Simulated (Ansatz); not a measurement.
Relaxed-ion elastic tensor of ZrN (rock salt, space group No. 225) in GPa (Voigt order), the program Ansatz at the LDA level (PAW); density 7.54 g/cm³, 11.58 Å³ per atom.

```
     1    2    3    4    5    6
-  ---  ---  ---  ---  ---  ---
1  618  116  116  0.0  0.0  0.0
2  116  618  116  0.0  0.0  0.0
3  116  116  618  0.0  0.0  0.0
4  0.0  0.0  0.0  128  0.0  0.0
5  0.0  0.0  0.0  0.0  128  0.0
6  0.0  0.0  0.0  0.0  0.0  128
```

Task: Is the crystal mechanically stable?

Result: Yes: the smallest eigenvalue of C is 128 GPa.

Task: Work out the Voigt, Reuss and Hill averages.

Result: K_V = 283, K_R = 283, K_H = 283; G_V = 177, G_R = 159, G_H = 168 GPa.

Task: Give Young's modulus, Poisson's ratio, Pugh's ratio and the universal anisotropy index.

Result: E = 9KG/(3K + G) = 422 GPa; ν = 0.25; K/G = 1.68 (near the Pugh limit of 1.75, no verdict); A_U = 5G_V/G_R + K_V/K_R − 6 = 0.56.

Task: Estimate the sound speeds and the Debye temperature.

Result: v_l = √((K + 4G/3)/ρ) = 8200 m/s, v_t = √(G/ρ) = 4730 m/s, mean 5250 m/s; Θ = (h/k)(3n/4πV)^(1/3) v_m = 690 K.

Task: Give the Zener ratio and Young's modulus along [100], [110] and [111].

Result: A = 2C44/(C11 − C12) = 0.51; 1/E = S11 − 2(S11 − S12 − S44/2)Γ with Γ = 0, 1/4, 1/3 gives 581, 374, 334 GPa.

Task: Solve the Christoffel equation for the three sound speeds along [100], [110], [111].

Result: Eigenvalues of C_ijkl n_j n_l equal ρv². In km/s, slowest first: [100] 4.12, 4.12, 9.05; [110] 4.12, 5.77, 8.10; [111] 5.28, 5.28, 7.76.

Space group Fm-3m (rock salt). The LDA relaxation kept the symmetry of its start; of distortions, only those at the zone centre were tested. No spin polarisation was allowed. With an odd number of electrons in the cell and no spin polarisation, the count alone makes it a metal. As this level gives no gap, shear constants depend on the k-mesh and smearing (Fermi–Dirac, 0.1 eV here).

Potentials: the earlier of the program's two PAW sets.
